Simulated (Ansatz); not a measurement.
PtSe2:
```cif
data_PtSe2
_chemical_formula_sum 'Pt1 Se2'
_space_group_name_H-M_alt 'P 1'
_space_group_IT_number 1
_cell_length_a 5.60375
_cell_length_b 5.60375
_cell_length_c 5.60375
_cell_angle_alpha 37.464
_cell_angle_beta 37.464
_cell_angle_gamma 37.464
loop_
_space_group_symop_operation_xyz
  'x, y, z'
loop_
_atom_site_label
_atom_site_type_symbol
_atom_site_fract_x
_atom_site_fract_y
_atom_site_fract_z
_atom_site_occupancy
Pt1 Pt 0.00117 0.00117 0.00117 1
Se1 Se 0.75986 0.75986 0.75986 1
Se2 Se 0.57227 0.57227 0.57227 1
```

Relaxed with LDA.

Decompose the optical modes at the zone centre into irreducible representations, and say which are infrared and Raman allowed.

Point group 3m: Γ_opt = 2A1 + 2E. Infrared: A1, E. Raman: A1, E.

Assign frequencies (DFPT, LDA (plane waves, PAW; program Ansatz)).

E 94, E 111, A1 143, A1 182 cm⁻¹.

Space group R3m. A made-up cell: these elements were put on the sites of a structure type; neither database checked (COD, Materials Project) lists it. COD files the formula under space group No. 164, so this cell is another polymorph or a model. Whether it is the stable phase at ambient conditions was not checked. The LDA relaxation kept the symmetry of its start; of distortions, only those at the zone centre were tested. The run is not spin-polarised. A crystal of weakly bound layers computed without a dispersion correction: the cell and the soft elastic constants depend strongly on that. As this level gives no gap, phonon frequencies hold no LO–TO term and depend on the k-mesh and smearing (Fermi–Dirac, 0.1 eV here). Spin–orbit coupling is left out wherever it is not named.

Potentials: the earlier of the program's two PAW sets.
